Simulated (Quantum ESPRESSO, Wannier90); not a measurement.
# AlCo₃C (anti-perovskite): Wannier90 run

```
begin unit_cell_cart
ang
    3.7229100000    0.0000000000    0.0000000000
    0.0000000000    3.7229100000    0.0000000000
    0.0000000000    0.0000000000    3.7229100000
end unit_cell_cart
begin atoms_frac
Al   0.0000000000  0.0000000000  0.0000000000
Co   0.0000000000  0.5000000000  0.5000000000
Co   0.5000000000  0.0000000000  0.5000000000
Co   0.5000000000  0.5000000000  0.0000000000
C    0.5000000000  0.5000000000  0.5000000000
end atoms_frac
```

Structure: Materials Project mp-10037, symmetrised, not relaxed again. Not found in the COD (Crystallography Open Database) copy used; not checked further. Method: PBEsol plane waves in Quantum ESPRESSO 7.5 (PseudoDojo norm-conserving files, 77 Ry, no spin polarisation, no spin-orbit coupling), Bloch states on a 4×4×4 mesh through Γ, Wannier90 4.0.1. Density: 8×8×8 mesh, cold smearing 0.01 Ry. A non-magnetic state is assumed; magnetic ones were not tried.

A tight-binding model is made by disentanglement and projection with no localisation steps (num_iter = 0), so the 35 orbitals stay atom-like: hydrogen-like Al: s;p; Co: s;p;d; C: s;p, axes along x, y, z; frozen window up to 1.50 eV relative to the Fermi level. It follows pw.x to 8.7 meV rms for states up to 1.0 eV relative to the Fermi level. Matrix elements depend on this choice of orbitals and windows.

The 30 largest hoppings ⟨m,0|H|n,R⟩ between different sites (one of each Hermitian pair; signs follow the real orbitals' lobes; the list may end inside a set of equal values):

```csv
m,n,R,distance of the centres (Å),t (eV)
C5 py,Co3 py,0 0 0,1.86,4.233
C5 py,Co3 py,0 1 0,1.86,4.233
C5 pz,Co4 pz,0 0 1,1.86,4.230
C5 pz,Co4 pz,0 0 0,1.86,4.230
C5 px,Co2 px,0 0 0,1.86,4.228
C5 px,Co2 px,1 0 0,1.86,4.228
C5 s,Co4 pz,0 0 1,1.86,3.826
C5 s,Co4 pz,0 0 0,1.86,-3.826
C5 s,Co2 px,1 0 0,1.86,3.825
C5 s,Co2 px,0 0 0,1.86,-3.825
C5 s,Co3 py,0 1 0,1.86,3.824
C5 s,Co3 py,0 0 0,1.86,-3.824
C5 pz,Co4 s,0 0 1,1.86,-3.084
C5 pz,Co4 s,0 0 0,1.86,3.084
C5 px,Co2 s,0 0 0,1.86,3.076
C5 px,Co2 s,1 0 0,1.86,-3.076
C5 py,Co3 s,0 0 0,1.86,3.073
C5 py,Co3 s,0 1 0,1.86,-3.073
Co4 px,Co2 pz,1 0 0,2.63,2.082
Co4 px,Co2 pz,1 0 -1,2.63,-2.081
Co2 py,Co3 px,0 1 0,2.63,2.081
Co4 py,Co3 pz,0 1 -1,2.63,-2.079
Co4 py,Co3 pz,0 1 0,2.63,2.077
Co4 py,Co3 pz,0 0 0,2.63,-2.077
Co3 px,Co2 py,0 0 0,2.63,-2.076
Co3 pz,Co4 py,0 0 1,2.63,2.076
Co3 px,Co2 py,1 0 0,2.64,2.075
Co2 pz,Co4 px,0 0 1,2.64,2.074
Co4 px,Co2 pz,0 0 0,2.64,-2.073
Co3 px,Co2 py,1 -1 0,2.64,-2.068
```
